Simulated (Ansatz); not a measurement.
SiO2 in space group P6_322 (No. 182; Si on 4f, O on 6g, O on 2c), r²SCAN in the plane-wave PAW code Ansatz. The conduction-band minimum lies at Γ, with 1 equivalent valley. Second derivatives d²E/dk² of the lowest band at one valley (eV·Å²), along Cartesian directions:

```
direction  d²E/dk²
---------  -------
[100]        13.34
[010]        13.34
[001]        13.50
[110]        13.34
[101]        13.42
[011]        13.42
```

Question: Find the principal effective masses, the density-of-states mass and the conductivity mass.

Answer: Off-diagonal terms follow from H_xy = H[110] − (H_xx + H_yy)/2, and m*/mₑ = 7.620 eV·Å² over each eigenvalue: 0.56, 0.57, 0.57. One valley's DOS mass (m₁m₂m₃)^(1/3) = 0.57, conductivity mass 3/(Σ 1/mᵢ) = 0.57 mₑ.

Question: What effective density of states Nc follows at 300 K for parabolic valleys?

Answer: Nc = 2.509e19 × 1 × (0.57)^(3/2) ≈ 1.1e19 cm⁻³.

The first step of the workflow began from a Materials Project structure, measured or hypothetical; the Crystallography Open Database copy checked does not list it. It is not the phase usual at ambient conditions (space group No. 92, 152, 154). The r²SCAN relaxation kept the symmetry of its start; whether a distortion lowers the energy is not shown.

Potentials: the later of the program's two PAW sets.

Edges and masses are those of Kohn–Sham bands, whose gap is no quasiparticle gap.
